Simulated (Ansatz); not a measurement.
CaClF (space group P4/nmm)

```xyz
6
Lattice="3.8667 0.0000 0.0000 0.0000 3.8667 0.0000 0.0000 0.0000 6.8743" Properties=species:S:1:pos:R:3 pbc="T T T"
Ca     0.0000     1.9333     5.5463
Ca     1.9333     0.0000     1.3280
Cl     1.9333     0.0000     4.4448
Cl     0.0000     1.9333     2.4295
F      1.9333     1.9333     0.0000
F      0.0000     0.0000     0.0000
```

Two coordinates are scanned: the volume, and the ratio of the stretch along z (the conventional c axis) to the stretch across it. Atoms keep their fractional coordinates.

Calculation: r2SCAN (plane waves to 500 eV, PAW, scalar-relativistic; Ansatz, an electronic-structure program). k mesh 9×9×5 (Γ-centred), Fermi-Dirac smearing 0.05 eV. Compression counts positive. As the atoms are clamped, bonds stretch with the cell, which overstates energies and stresses. CaClF was relaxed with its symmetry unable to fall.

Changes of P (GPa) from the point V/V₀ = 1.000, (c/a)/(c/a)₀ = 1.000 when one coordinate moves alone (two changes are said to add if the coupling is within 5 % of the smaller one, nearly so within 20 %):

| point | change |
|---|---|
| V/V₀ = 1.000, (c/a)/(c/a)₀ = 0.920 | -0.098 |
| V/V₀ = 1.000, (c/a)/(c/a)₀ = 0.960 | -0.093 |
| V/V₀ = 0.960, (c/a)/(c/a)₀ = 1.000 | 3.037 |
| V/V₀ = 0.980, (c/a)/(c/a)₀ = 1.000 | 1.435 |
| V/V₀ = 1.020, (c/a)/(c/a)₀ = 1.000 | -1.286 |
| V/V₀ = 1.040, (c/a)/(c/a)₀ = 1.000 | -2.437 |
| V/V₀ = 1.000, (c/a)/(c/a)₀ = 1.040 | 0.155 |
| V/V₀ = 1.000, (c/a)/(c/a)₀ = 1.080 | 0.353 |

### Question
What is the change at V/V₀ = 1.020, (c/a)/(c/a)₀ = 1.080, where both move, and how far is it from the sum?

### Answer
The sum of the single changes is -1.286 + (0.353) = -0.933; the calculation gives -0.955, so the coupling contributes -0.022 (under 20 % of the smaller single change, nearly additive).

(Under strain, the slope of the energy per volume gives the stress and its curvature an elastic modulus.)
